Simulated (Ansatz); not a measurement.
TlSn:
```
CELL_PARAMETERS angstrom
      3.29645     0.00000     0.00000
      0.00000     3.29645     0.00000
      0.00000     0.00000     5.05621
ATOMIC_POSITIONS crystal
  Tl 0.00000 0.00000 0.00000
  Sn 0.50000 0.50000 0.50000
```

Relaxed with PBEsol. Special points in fractions of this cell's reciprocal vectors: Γ (0.000, 0.000, 0.000); X (0.000, 0.500, 0.000); M (0.500, 0.500, 0.000); Z (0.000, 0.000, 0.500); R (0.000, 0.500, 0.500); A (0.500, 0.500, 0.500).

Question: List the band energies nearest the Fermi level at these points for PBEsol with spin–orbit coupling (plane waves, PAW; program Ansatz).

Answer: In eV from the Fermi level; about four levels below and three above (degenerate sets whole), none deeper than 8.9 eV; points with the same levels are listed once.

```tsv
k	below	above
Γ	-4.89 -4.89 -3.34 -3.34	3.20 3.20 3.89 3.89
X	-0.75 -0.75 -0.24 -0.24	0.65 0.65 1.28 1.28
M	-2.77 -2.77 -2.66 -2.66	2.06 2.06 2.06 2.06
Z	-8.70 -8.70	2.91 2.91 3.66 3.66
R	-4.22 -4.22 -3.62 -3.62	5.48 5.48 6.30 6.30
A	-1.15 -1.15 -0.78 -0.78	0.35 0.35 1.21 1.21
```

Space group P4/mmm (L1₀ or tetragonal B2). The workflow started from an entry of the Crystallography Open Database (COD). Whether it is the stable phase at ambient conditions was not checked. The cell keeps a stress of up to 0.3 GPa. The PBEsol relaxation kept the symmetry of its start; of distortions, only those at the zone centre were tested.

Potentials: the later of the program's two PAW sets.
